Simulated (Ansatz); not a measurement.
Al, first-principles data

Al:
```cif
data_Al6
_chemical_formula_sum 'Al6'
_space_group_name_H-M_alt 'P 1'
_space_group_IT_number 1
_cell_length_a 5.25409
_cell_length_b 5.25409
_cell_length_c 5.25409
_cell_angle_alpha 60.000
_cell_angle_beta 60.000
_cell_angle_gamma 60.000
loop_
_space_group_symop_operation_xyz
  'x, y, z'
loop_
_atom_site_label
_atom_site_type_symbol
_atom_site_fract_x
_atom_site_fract_y
_atom_site_fract_z
_atom_site_occupancy
Al1 Al 0.75000 0.75000 0.75000 1
Al2 Al 0.50000 0.50000 0.50000 1
Al3 Al 0.12500 0.62500 0.12500 1
Al4 Al 0.12500 0.12500 0.12500 1
Al5 Al 0.62500 0.12500 0.12500 1
Al6 Al 0.12500 0.12500 0.62500 1
```

Space group Fd-3m (No. 227); conventional cell a = 7.4304 Å, b = 7.4304 Å, c = 7.4304 Å, α = 90.00°, β = 90.00°, γ = 90.00°.

Method: the program Ansatz at the PBEsol level (PAW). Structure relaxed to zero pressure with the same functional. Other levels are named where they apply.

### Cell and energy

- Volume per atom = 17.09 Å³
- Density = 2.62 g/cm³

### Electronic structure

Electronic character: metallic (no gap)
Density of states at the Fermi level: 0.44 states/eV per atom (mean over ±0.08 eV)

### Mechanics

Bulk modulus (Birch–Murnaghan fit): 69.7 GPa
Pressure derivative B′: 4.7
Elastic constants (relaxed ions, GPa): C11 = 93.2, C12 = 58.6, C44 = 32.3
Mechanical stability: stable (all eigenvalues of C positive)
Hill bulk and shear moduli: 70.2 and 25.1 GPa
Young's modulus: 67.3 GPa
Poisson's ratio: 0.34
Debye temperature from the elastic constants: 402 K

### Phonons

- Highest zone-centre frequency = 62.0 meV
- Zone-centre stability = unstable, softest mode 69i cm⁻¹

The start of the workflow was typed in or built on a structure type; neither database checked (COD, Materials Project) lists it. It is not the phase usual at ambient conditions (space group No. 225). The PBEsol relaxation kept the symmetry of its start. As this level gives no gap, shear constants depend on the k-mesh and smearing (Fermi–Dirac, 0.1 eV here). As this level gives no gap, phonon frequencies hold no LO–TO term and depend on the k-mesh and smearing (Fermi–Dirac, 0.1 eV here).

Potentials: the later of the program's two PAW sets.
